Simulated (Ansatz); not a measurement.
Ansatz input

```yaml
crystal:
  lattice:
    - [4.9764452362, 0.0, 0.0]
    - [-2.4882226181, 4.3097279951, 0.0]
    - [0.0, 0.0, 3.0505609298]
  atoms:
    - { symbol: Se, position: [0.0, 0.0, 0.0] }
    - { symbol: Se, position: [0.3333333333, 0.6666666667, 0.5] }
    - { symbol: Se, position: [0.6666666667, 0.3333333333, 0.5] }
hamiltonian:
  xc: pbesol
  pseudopotentials:
    kind: paw
    azcp:
      Se: "pseudopotentials/Se.paw.azcp"
basis:
  ecutwfc: 420
  fft_grid_basis: typed
kpoints:
  mp_grid: { grid: [7, 7, 10], shift: [0, 0, 0] }
magnetization:
  spin_polarized: false
scf:
  occupations: { method: fermi_dirac, width: 0.1 }
relax:
  max_steps: 60
  f_tol: 0.01
  cell: {}
```

Output

```
Warning: the record states the generating functional pbe (its physics header spells it `PBE`), which answers neither for hamiltonian.xc's functional nor for the pbesol family's — results may be inconsistent (PPs are generated against a specific XC)
Engine: ansatz 0.2.0, x86_64-unknown-linux-gnu
Pseudopotentials: kind: paw
Pseudopotential: Se, paw, valence charge 16, recommended cutoff 420 eV (normal) 
Functional definition: PBEsol
  exchange = pbesol_x
  correlation = pbesol_c
Crystal: 3 atoms, lattice volume = 65.426 Å³
Basis set: ecut = 420 eV, 1289 PW (Γ), exchange–correlation on 72×72×48 points (8 copies of the dense FFT grid, shifted against one another)
Bands: 29, of which v1, the nominal top of the filled ones, is band 24 counted from 1 (23 counted from 0)
Symmetry: 24 space group operations
Space group: P6/mmm (ITA 191), of the structure as read, at distance tolerance 4.0e-5 Å
k-points: 48 of 490
Non-local potential: Se, projectors of the file, l = 0: 2, l = 1: 2, l = 2: 3, l = 3: 1
PAW form: soft (Blöchl's): semilocal exchange-correlation on the pseudo side does not see the compensation charge
PAW frozen core: Se, regenerated for the run's functional, and the local potential with it (the file was generated under x = pbe(κ = 0.804, μ = 0.2195149727645171), c = pbe(β = 0.06672455060314922))
PAW one-centre angular grid: Se, 590 points (default); XC on 64 Gauss nodes
Initial density: superposition of atomic densities (neutral atoms: chi_scale 0, normalization atom), corrected by the library's trained network
Initial wavefunctions: pseudopotential atomic-orbital guess
Functional: x = pbesol(κ = 0.804, μ = 0.12345679012345678), c = pbesol(β = 0.046)
SCF iter   1: F=—  HF=-16270.990647 eV  |F-HF|=—  |Δ(HF+E_count)|=         —  Δρ=3.63e-3  dr2=1.57e-2  ethr=1.77e-3  ⟨swp⟩=5.4  Hψ=5419  notcnv=0
SCF iter   2: F=—  HF=-16270.988688 eV  |F-HF|=—  |Δ(HF+E_count)|=   1.96e-3  Δρ=2.30e-3  dr2=6.72e-3  ethr=3.28e-5  ⟨swp⟩=1.0  Hψ=1776  notcnv=0
SCF iter   3: F=—  HF=-16270.988330 eV  |F-HF|=—  |Δ(HF+E_count)|=   3.58e-4  Δρ=5.62e-4  dr2=5.23e-4  ethr=1.40e-5  ⟨swp⟩=1.4  Hψ=1419  notcnv=0
SCF iter   4: F=—  HF=-16270.988294 eV  |F-HF|=—  |Δ(HF+E_count)|=   3.55e-5  Δρ=1.84e-4  dr2=2.64e-5  ethr=1.09e-6  ⟨swp⟩=2.1  Hψ=1756  notcnv=0
SCF iter   5: F=—  HF=-16270.988291 eV  |F-HF|=—  |Δ(HF+E_count)|=   3.82e-6  Δρ=5.67e-5  dr2=5.36e-6  ethr=5.50e-8  ⟨swp⟩=2.0  Hψ=2062  notcnv=0
SCF iter   6: F=—  HF=-16270.988288 eV  |F-HF|=—  |Δ(HF+E_count)|=   2.18e-6  Δρ=2.88e-5  dr2=5.74e-7  ethr=1.12e-8  ⟨swp⟩=2.0  Hψ=2535  notcnv=0
SCF iter   7: F=—  HF=-16270.988289 eV  |F-HF|=—  |Δ(HF+E_count)|=   2.72e-8  Δρ=8.37e-6  dr2=7.93e-8  ethr=2.08e-10  ⟨swp⟩=4.8  Hψ=5538  notcnv=0
SCF iter   8: F=-16270.988288 eV  HF=-16270.988288 eV  |F-HF|=7.29e-10  |Δ(HF+E_count)|=   7.52e-8  Δρ=1.89e-6  dr2=1.67e-9  ethr=1.65e-10  ⟨swp⟩=4.7  Hψ=5082  notcnv=0
SCF 1 converged in 8 iterations: F = -16270.988288 eV  dr2 = 1.67e-9
...
iter 1 solved again at ethr=4.28e-8 eV; its pass at ethr=3.10e-3 eV (dr2=2.05e-5 eV) is discarded
SCF iter   1: F=—  HF=-16271.173532 eV  |F-HF|=—  |Δ(HF+E_count)|=         —  Δρ=4.05e-4  dr2=2.49e-6  ethr=4.28e-8  ⟨swp⟩=2.6  Hψ=8625  notcnv=0
SCF iter   2: F=—  HF=-16271.173712 eV  |F-HF|=—  |Δ(HF+E_count)|=   1.80e-4  Δρ=2.07e-4  dr2=7.43e-7  ethr=5.19e-9  ⟨swp⟩=2.0  Hψ=2136  notcnv=0
SCF iter   3: F=—  HF=-16271.173753 eV  |F-HF|=—  |Δ(HF+E_count)|=   4.01e-5  Δρ=4.68e-5  dr2=5.25e-8  ethr=1.55e-9  ⟨swp⟩=1.5  Hψ=1464  notcnv=0
SCF iter   4: F=—  HF=-16271.173755 eV  |F-HF|=—  |Δ(HF+E_count)|=   2.08e-6  Δρ=3.22e-6  dr2=2.02e-9  ethr=1.09e-10  ⟨swp⟩=2.9  Hψ=2567  notcnv=0
SCF iter   5: F=—  HF=-16271.173755 eV  |F-HF|=—  |Δ(HF+E_count)|=   4.66e-9  Δρ=2.66e-7  dr2=3.87e-11  ethr=4.20e-12  ⟨swp⟩=3.0  Hψ=2660  notcnv=0
SCF iter   6: F=-16271.173755 eV  HF=-16271.173755 eV  |F-HF|=5.46e-12  |Δ(HF+E_count)|=  9.09e-12  Δρ=1.10e-7  dr2=5.64e-12  ethr=1.00e-12  ⟨swp⟩=5.1  Hψ=5824  notcnv=0
SCF 12 converged in 6 iterations: F = -16271.173755 eV  dr2 = 5.64e-12
relax step  12: F+E_penalty+E_count = -16271.17375459 eV  Δ(F+E_penalty+E_count) = +7.662e-4 eV  max|allowed force component| = 3.701e-17 eV/Å  Δτ_max = 0.0000 Å  P = +0.001 GPa  Ω = 59.336 Å³  stress off target by 2.21e-3 GPa  SCF on the basis re-selected at this cell (its energy is not comparable with the rows above)  (6 SCF iters)
basis re-selected at this cell: Δ(F+E_penalty+E_count) = +7.662e-4 eV, ΔP = -0.001 GPa vs the last step (what re-selecting the basis moved, of the pressure what is left beyond the Pulay correction that the steps carried, after the strain that the cell walked since its last selection, with what the two solves' SCF thresholds leave and, on support functions, any second-order correction that the steps lacked; it is no measure of the basis error at this ecutwfc). The dense FFT grid was sized anew with the basis: this SCF ran on 32×32×24 points, the steps before it on 36×36×24, so part of this shift can come from that change (see relax.cell in the input reference). This SCF's stress stands 2.21e-3 GPa from its target on what of the cell is left free (relax.cell.stress_tol is 5.00e-2 GPa) and its largest allowed force component is 3.70e-17 eV/Å (relax.f_tol is 1.00e-2 eV/Å): within both
SCF converged after 6 iterations
Free energy (F): -16271.173755 eV
Harris-Foulkes:  -16271.173755 eV  (|F-HF|=5.46e-12)
Internal energy: -16271.117351 eV  (E = F + TS)
E sigma→0 (E₀):  -16271.145553 eV
Entropy (-TS):   -0.056404 eV (-18.801 meV/atom)
Fermi energy:    11.564046 eV
--- Per-component energies (eV) ---
  E_band       = -1018.984898
  E_kinetic    = 351.305831
  E_local      = -6157.143319  (includes V_loc(G=0)·N_el)
  E_nonlocal   = -1772.576469
  E_hartree    = 3102.579392
  E_xc         = -308.764804
  E_vxc        = -292.647781  (∫ρ·V_xc dr)
  E_paw        = -5606.590779  (= ΣΔE_a)
  E_vpaw       = 646.919699  (= ΣTr[D̂ρ^β])
  E_aug_tail   = -0.001787  (compensation charges beyond the density's cutoff)
  E_ewald      = -5882.950767
  E_core_change = 3.025351  (= ΣΔE_core)
  E_smearing   = -0.056404  (= −TS)
  E_closure    = 0.000000  (closes the sum)
  Σ components = -16271.173755   (vs F -16271.173755, Δ=0.00e0)
--- Forces (eV/Å), atoms counted from 1 ---
  atom   1  Se    -0.00000000     0.00000000     0.00000000
  atom   2  Se     0.00000000    -0.00000000    -0.00000000
  atom   3  Se    -0.00000000     0.00000000     0.00000000
  max |Σ_I F_I| component: 4.63e-18 eV/Å
--- Stress (GPa, compression-positive) ---
        0.002213      -0.000000      -0.000000
        0.000000       0.002213      -0.000000
        0.000000      -0.000000      -0.001995
  P = ⅓ Tr σ = 0.0008 GPa (0.008 kbar)
--- Relaxed structure (11 steps of the walk, 10 accepted, 1 SCFs on fresh bases) ---
  F+E_penalty+E_count = -16271.17375459 eV   max|allowed force component| = 3.701e-17 eV/Å   (the final SCF, on the basis selected at the relaxed cell)
  cell:  # Å, volume = 59.3362 Å³
    - [4.6762434856158315, 2.1828042578857797e-33, 0.0]
    - [-2.3381217428079157, 4.049745652824801, 0.0]
    - [0.0, 0.0, 3.1332503383277093]
  atoms:
    - { symbol: Se, position: [2.1606125316104513e-34, 2.2840517891572386e-34, 0.0] }
    - { symbol: Se, position: [0.33333333333333337, 0.6666666666666667, 0.5000000000000001] }
    - { symbol: Se, position: [0.6666666666666666, 0.33333333333333337, 0.5000000000000001] }
```
